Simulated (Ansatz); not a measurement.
Level of theory: DFT PBE, scalar-relativistic, plane waves, PAW in Ansatz 0.2.0. Settings: cutoff 420 eV, Γ-centred meshes spaced at most about 0.3 Å⁻¹, and about 0.25 Å⁻¹ or finer for metals (2π included), Gaussian smearing. Collinear spin in cells that started with moments and kept them past the coarse steps, no spin elsewhere.

All energies are static (0 K, no zero-point motion).

Two forms of TiAl4Ni3 were relaxed alike.

A. (no spin)

```
CELL_PARAMETERS angstrom
4.02883 0.00000 0.00000
0.00000 4.02883 0.00000
0.00000 0.00000 6.50511
ATOMIC_POSITIONS crystal
Ti 0.50000 0.50000 0.00000
Al 0.50000 0.00000 0.72835
Al 0.00000 0.50000 0.72835
Al 0.50000 0.00000 0.27165
Al 0.00000 0.50000 0.27165
Ni 0.00000 0.00000 0.00000
Ni 0.00000 0.00000 0.50000
Ni 0.50000 0.50000 0.50000
```

B. (site moments Ti -0.9; Ni -0.2 (×3) μB)

```
CELL_PARAMETERS angstrom
-2.98820 2.98820 2.98820
2.98820 -2.98820 2.98820
2.98820 2.98820 -2.98820
ATOMIC_POSITIONS crystal
Ti 0.00000 0.00000 0.00000
Al 0.00000 0.50000 0.00000
Al 0.50000 0.50000 0.50000
Al 0.00000 0.00000 0.50000
Al 0.50000 0.00000 0.00000
Ni 0.50000 0.00000 0.50000
Ni 0.50000 0.50000 0.00000
Ni 0.00000 0.50000 0.50000
```

Question: Which would you expect to be lower, and how large is the difference?

Answer: A is lower, by 96 meV/atom. A has space group P4/mmm (No. 123), 13.2 Å³/atom and no gap on its mesh; B has space group Im-3m (No. 229), 13.3 Å³/atom and no gap. Counting all near atoms (those within 1.25 times the shortest distance at each site; a plus sign parts nearer from farther groups; a slash parts the counts of unlike sites), A has Ti 12+2, Al 13, Ni 8+4/12+2 and B has Ti 8+6, Al 8+6, Ni 8+6. Their magnetic states differ too. In A, Ti has 8 Al at 2.68 Å, 4 Ni at 2.85 Å and 2 Ni at 3.25 Å; Al is surrounded by 4 Ni at 2.50 Å, 2 Ni at 2.68 Å, 2 Ti at 2.68 Å and 5 Al at 2.85–2.97 Å; Ni on its first site has 8 Al at 2.68 Å, 4 Ti at 2.85 Å and 2 Ni at 3.25 Å; 2 more sites not described. In B, Ti has 8 Al at 2.59 Å and 6 Ni at 2.99 Å; around Al lie 2 Ti at 2.59 Å, 6 Ni at 2.59 Å and 6 Al at 2.99 Å; Ni has 8 Al at 2.59 Å, 2 Ti at 2.99 Å and 4 Ni at 2.99 Å. Both come from invented guesses. A third cell relaxed alike, in P4/mmm, lies 70 meV/atom below the lower of the two.

The magnetic state reached may not be the lowest. Trial moments died out on the coarse mesh in P4/mmm; another magnetic start might hold. Cells relaxed within their symmetry can be saddle points. Some structure types and database cells were kept out of the candidates from the start, so a known form may be missing.
